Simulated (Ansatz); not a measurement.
MgB2:
```
MgB2
1.0
    3.07156     0.00000     0.00000
   -1.53578     2.66005     0.00000
    0.00000     0.00000     3.53594
Mg B
1 2
Cartesian
  0.00000   0.00000   0.00000
  1.53578   0.88668   1.76797
  0.00000   1.77336   1.76797
```

Relaxed with PBE. Special points in fractions of this cell's reciprocal vectors: Γ (0.000, 0.000, 0.000); M (0.500, 0.000, 0.000); K (0.333, 0.333, 0.000); A (0.000, 0.000, 0.500); L (0.500, 0.000, 0.500); H (0.333, 0.333, 0.500).

Question: List the band energies nearest the Fermi level at these points for the program Ansatz at the PBE level (PAW).

Answer: In eV from the Fermi level; about four levels below and three above (degenerate sets whole), none deeper than 8.9 eV; … stands for higher levels left out; points with the same levels are listed once.

```csv
k,below,above
Γ,-3.01,0.41 0.41 1.55
M,-8.51 -7.82 -2.14,0.17 3.05 3.96
K,-7.24 -7.24 -5.85,1.77 1.77 6.13 6.13
A,-7.45,0.77 0.77 6.73 6.73
L,-6.93 -3.54 -1.87 -1.27,5.80 8.85 …
H,-6.37 -6.37 -5.18 -1.98 -1.98,3.60 11.73 …
```

Space group P6/mmm. The cell was relaxed with PBE under the symmetry of its start.

Potentials: the later of the program's two PAW sets.
